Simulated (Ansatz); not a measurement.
Method: DFT PBE, scalar-relativistic, plane waves, PAW in Ansatz. All cells share a 420 eV cutoff and Γ-centred k meshes spaced at most about 0.3 Å⁻¹ (about 0.25 or finer for metals, 2π included). No spin polarisation in the final relaxations.

These are static total energies at zero pressure. All come from trial cells, and lower structures may exist.

**Question.** Which of these relaxed structures of Zr₂PdS₃ is the lowest in energy?
A.

```cif
data_structure
_symmetry_space_group_name_H-M 'P4/mmm'
_symmetry_Int_Tables_number 123
_cell_length_a 3.2432
_cell_length_b 3.2432
_cell_length_c 9.6292
_cell_angle_alpha 90.000
_cell_angle_beta 90.000
_cell_angle_gamma 90.000
_cell_volume 101.28
loop_
_atom_site_label
_atom_site_type_symbol
_atom_site_symmetry_multiplicity
_atom_site_Wyckoff_symbol
_atom_site_fract_x
_atom_site_fract_y
_atom_site_fract_z
_atom_site_occupancy
Zr1 Zr 2 h 0.50000 0.50000 0.31869 1
Pd1 Pd 1 c 0.50000 0.50000 0.00000 1
S1 S 2 g 0.00000 0.00000 0.81849 1
S2 S 1 b 0.00000 0.00000 0.50000 1
```

B.

```cif
data_structure
_symmetry_space_group_name_H-M 'P-4m2'
_symmetry_Int_Tables_number 115
_cell_length_a 3.6356
_cell_length_b 3.6356
_cell_length_c 7.7874
_cell_angle_alpha 90.000
_cell_angle_beta 90.000
_cell_angle_gamma 90.000
_cell_volume 102.93
loop_
_atom_site_label
_atom_site_type_symbol
_atom_site_symmetry_multiplicity
_atom_site_Wyckoff_symbol
_atom_site_fract_x
_atom_site_fract_y
_atom_site_fract_z
_atom_site_occupancy
Zr1 Zr 2 g 0.50000 0.00000 0.27820 1
Pd1 Pd 1 b 0.50000 0.50000 0.00000 1
S1 S 1 a 0.00000 0.00000 0.00000 1
S2 S 2 g 0.50000 0.00000 0.62694 1
```

C.

```cif
data_structure
_symmetry_space_group_name_H-M 'P6/mmm'
_symmetry_Int_Tables_number 191
_cell_length_a 6.4338
_cell_length_b 6.4338
_cell_length_c 3.4993
_cell_angle_alpha 90.000
_cell_angle_beta 90.000
_cell_angle_gamma 120.000
_cell_volume 125.44
loop_
_atom_site_label
_atom_site_type_symbol
_atom_site_symmetry_multiplicity
_atom_site_Wyckoff_symbol
_atom_site_fract_x
_atom_site_fract_y
_atom_site_fract_z
_atom_site_occupancy
Zr1 Zr 2 c 0.33333 0.66667 0.00000 1
Pd1 Pd 1 a 0.00000 0.00000 0.00000 1
S1 S 3 g 0.50000 0.00000 0.50000 1
```

**Answer.** B. It has space group P-4m2 (No. 115); the next, A, with Zr and Pd ordered on caesium chloride sites, space group P4/mmm (No. 123), lies 261 meV/atom higher. Counting S atoms around Pd and Zr (those within 1.25 times the shortest such distance or 1.15 times the sum of covalent radii, 1.27 where that leaves under three; the shortest distance is added where it exceeds 1.18 times the sum of covalent radii), the lowest has Zr 7, Pd 4 and the next has Zr 8, Pd 8 from 2.9 Å.

Cells relaxed within their symmetry can be saddle points. Some types were kept out of the candidates beforehand, so the set may lack a known form.
